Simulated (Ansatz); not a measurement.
## Phonon spectrum of ZrTi3N4

The calculation used Ansatz, DFT PBE, scalar-relativistic, plane waves, PAW. Cutoff 420 eV, 12×12×6 k-points (Γ-centred), Fermi-Dirac smearing of 0.15 eV. No spin polarisation. Phonons by linear response, acoustic sum rule imposed.

The cell, relaxed at this level:
```yaml
crystal:
  lattice:
    - [3.08661, 0.00000, 0.00000]
    - [0.00000, 3.08661, 0.00000]
    - [0.00000, 0.00000, 8.69077]
  atoms:
    - { symbol: Zr, position: [0.00000, 0.00000, 0.00000] }
    - { symbol: Ti, position: [0.00000, 0.00000, 0.50000] }
    - { symbol: Ti, position: [0.50000, 0.50000, 0.26262] }
    - { symbol: Ti, position: [0.50000, 0.50000, 0.73738] }
    - { symbol: N, position: [0.00000, 0.00000, 0.74173] }
    - { symbol: N, position: [0.50000, 0.50000, 0.50000] }
    - { symbol: N, position: [0.00000, 0.00000, 0.25827] }
    - { symbol: N, position: [0.50000, 0.50000, 0.00000] }
```

The structure comes from a generated guess, relaxed at this level; another structure or a mixture of phases may lie lower. In a metal, frequencies and elastic constants depend on the k mesh and the smearing, soft modes and shear constants most. The q mesh is coarse, so values between its points are rough.

Force constants from linear response on a 2×2×1 q mesh.

Path: Γ–X–M–Γ–Z–R–A–Z | X–R | M–A. Only the points of the 2×2×1 mesh were computed; the rest is interpolation, which is rough on so few points. On the mesh no mode is imaginary. Distance along the path (Å⁻¹), then the branches (cm⁻¹, negative for imaginary):
```
0.000  0 0 0 157 157 188 188 210 234 234 238 302 383 418 418 433 433 455 455 531 568 573 599 599
0.255  67 68 102 163 173 182 186 218 224 227 242 298 379 422 428 434 438 459 463 529 568 571 602 606
0.509  114 124 164 173 173 176 195 198 229 239 248 290 369 432 438 452 454 468 481 523 565 570 610 622
0.763  129 135 160 162 164 189 192 207 238 246 276 283 359 443 446 474 475 478 498 517 559 572 618 637
1.018  130 132 145 152 158 193 207 210 247 249 262 299 355 449 451 482 484 485 504 514 558 573 622 643
1.272  138 152 162 166 168 205 210 216 245 249 260 295 355 448 450 474 479 485 499 517 557 571 618 636
1.527  153 182 191 196 201 220 221 238 241 250 256 284 356 446 449 460 465 480 487 523 558 566 609 620
1.781  162 194 219 220 230 233 235 240 250 251 262 274 357 444 446 449 450 475 476 529 559 563 600 604
2.036  165 198 225 225 241 241 243 243 246 251 270 270 358 443 443 444 444 472 472 531 560 562 597 597
2.396  159 191 205 223 223 225 227 237 243 255 260 272 358 448 449 449 450 473 481 527 559 564 602 610
2.755  145 161 177 190 194 200 201 224 231 237 258 280 363 448 450 450 452 471 485 523 561 567 608 622
3.115  93 100 129 172 177 182 188 221 222 223 242 296 375 430 430 438 439 462 468 527 568 569 604 611
3.475  0 0 0 157 157 188 188 210 234 234 238 302 383 418 418 433 433 455 455 531 568 573 599 599
3.565  24 24 43 149 149 193 193 206 233 233 238 302 382 418 418 432 432 455 455 530 570 573 599 599
3.656  47 47 83 134 134 196 202 202 232 232 239 301 381 419 419 432 432 455 455 526 572 573 599 599
3.746  70 70 115 115 119 180 209 209 230 230 240 301 380 419 419 432 432 455 455 524 573 575 599 599
3.837  88 88 98 98 141 164 212 212 228 228 240 301 379 419 419 432 432 455 455 522 573 576 599 599
4.091  111 111 120 127 163 170 208 215 218 219 246 298 376 422 428 433 439 459 463 520 570 576 602 606
4.345  128 139 146 166 183 193 196 206 209 237 249 291 367 432 438 450 456 468 481 514 564 577 610 621
4.600  132 143 156 162 169 180 190 225 226 249 272 286 360 443 446 474 476 478 498 509 557 579 618 635
4.854  132 144 145 152 160 180 192 231 246 249 260 300 357 449 450 482 484 486 504 506 555 580 622 642
5.109  149 152 162 168 168 188 206 232 246 247 259 296 357 448 450 474 478 486 499 509 555 578 618 635
5.363  158 182 193 197 200 208 234 236 241 248 256 285 357 446 449 461 464 481 487 516 557 572 609 619
5.618  167 194 222 223 226 226 240 240 249 251 262 274 357 444 446 449 449 475 476 523 559 568 600 603
5.872  170 197 229 229 234 234 245 245 245 253 270 270 358 443 443 444 444 472 472 526 560 566 597 597
6.232  164 191 208 217 220 230 230 237 241 255 259 274 358 448 449 449 450 474 481 521 558 569 601 609
6.592  148 167 182 183 189 208 213 218 222 242 254 282 362 446 449 450 454 471 486 515 560 575 607 622
6.952  126 128 132 144 176 180 209 210 215 217 246 296 372 429 431 439 439 462 468 518 568 576 604 611
7.312  88 88 98 98 141 164 212 212 228 228 240 301 379 419 419 432 432 455 455 522 573 576 599 599
7.357  131 132 145 152 158 193 204 213 247 249 262 299 355 449 451 482 484 485 504 514 557 573 622 643
7.447  132 134 145 152 159 192 195 221 247 249 262 299 356 449 450 482 484 485 504 512 557 575 622 642
7.537  132 139 145 152 160 187 192 227 247 249 261 299 356 449 450 482 484 486 504 509 556 578 622 642
7.628  132 144 145 152 160 181 192 230 246 249 260 300 357 449 450 482 484 486 504 507 555 580 622 642
7.673  165 198 225 225 241 241 243 243 246 251 270 270 358 443 443 444 444 472 472 531 560 562 597 597
7.763  166 198 225 225 239 239 244 244 246 251 270 270 358 443 443 444 444 472 472 530 560 562 597 597
7.854  167 197 226 226 237 237 244 244 246 252 270 270 358 443 443 444 444 472 472 528 560 564 597 597
7.944  169 197 228 228 235 235 245 245 246 252 270 270 358 443 443 444 444 472 472 527 560 565 597 597
8.034  170 197 229 229 234 234 245 245 245 253 270 270 358 443 443 444 444 472 472 526 560 566 597 597
```
